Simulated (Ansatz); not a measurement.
Ge2Sb2Te5:
```yaml
crystal:
  lattice:
    - [4.23068, 0.00000, 0.00000]
    - [-2.11534, 3.66387, 0.00000]
    - [0.00000, 0.00000, 17.78396]
  atoms:
    - { symbol: Te, position: [0.00000, 0.00000, 0.99558] }
    - { symbol: Sb, position: [0.33333, 0.66667, 0.09379] }
    - { symbol: Te, position: [0.66667, 0.33333, 0.20441] }
    - { symbol: Sb, position: [0.00000, 0.00000, 0.31967] }
    - { symbol: Te, position: [0.33333, 0.66667, 0.41560] }
    - { symbol: Te, position: [0.66667, 0.33333, 0.58599] }
    - { symbol: Ge, position: [0.00000, 0.00000, 0.66418] }
    - { symbol: Te, position: [0.33333, 0.66667, 0.79125] }
    - { symbol: Ge, position: [0.66667, 0.33333, 0.87071] }
```

Relaxed with r²SCAN+D4. Special points in fractions of this cell's reciprocal vectors: Γ (0.000, 0.000, 0.000); M (0.500, 0.000, 0.000); K (0.333, 0.333, 0.000); A (0.000, 0.000, 0.500); L (0.500, 0.000, 0.500); H (0.333, 0.333, 0.500).

**Question.** List the band energies nearest the Fermi level at these points for r²SCAN+D4 with spin–orbit coupling (plane waves, PAW; program Ansatz).

**Answer.** In eV from the Fermi level; about four levels below and three above (degenerate sets whole), none deeper than 8.9 eV; points with the same levels are listed once.

```csv
k,below,above
Γ,-0.91 -0.91 -0.22 -0.22,0.05 0.05 0.46 0.46
M,-1.35 -1.35 -1.10 -1.10,0.49 0.49 0.57 0.57
K,-1.37 -1.33 -1.18 -1.15,0.66 0.72 0.82
A,-0.74 -0.74 -0.20 -0.20,0.02 0.02 0.49 0.49
L,-1.77 -1.77 -0.66 -0.66,0.21 0.21 0.78 0.78
H,-1.66 -1.64 -1.62 -1.60,1.01 1.14 1.16
```

Space group P3m1. The start of the workflow was typed in or built on a structure type; neither database checked (COD, Materials Project) lists it. It is not the phase usual at ambient conditions (space group No. 164). The cell was relaxed with r²SCAN+D4 under the symmetry of its start; its stability against distortions is not shown here.

Potentials: the later of the program's two PAW sets.
